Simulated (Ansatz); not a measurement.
KAgF4 in space group I4/mcm (No. 140; K on 4a, Ag on 4d, F on 16l), LDA (plane waves, PAW; program Ansatz). The conduction-band minimum lies at X, with 2 equivalent valleys. Second derivatives d²E/dk² of the lowest band at one valley (eV·Å²), along Cartesian directions:

```
direction  d²E/dk²
---------  -------
[100]        1.187
[010]        1.187
[001]        4.379
[110]        1.293
[101]        2.783
[011]        2.783
```

Task: Find the principal effective masses, the density-of-states mass and the conductivity mass.

Result: Off-diagonal terms follow from H_xy = H[110] − (H_xx + H_yy)/2, and m*/mₑ = 7.620 eV·Å² over each eigenvalue: 1.7, 5.9, 7.0. One valley's DOS mass (m₁m₂m₃)^(1/3) = 4.2, conductivity mass 3/(Σ 1/mᵢ) = 3.4 mₑ.

Task: What effective density of states Nc follows at 300 K for parabolic valleys?

Result: Nc = 2.509e19 × 2 × (4.2)^(3/2) ≈ 4.3e20 cm⁻³.

Task: With the computed static dielectric constant 4.69 (mean of the diagonal), estimate a hydrogenic donor's binding energy and radius.

Result: E = 13.606 eV × 3.4/4.69² ≈ 2100 meV; a = 0.529 Å × ε/m* ≈ 0.73 Å. Semilocal masses tend to be too small where the gap is.

The workflow started from a Materials Project entry (that database holds measured and hypothetical structures alike); the Crystallography Open Database files this formula in space group No. 140, but the cells were not matched. Its standing as an ambient phase is unchecked. Symmetry was held in the LDA relaxation; of distortions, only those at the zone centre were tested. No spin polarisation was allowed. Spin–orbit coupling is left out wherever it is not named.

Potentials: the later of the program's two PAW sets.
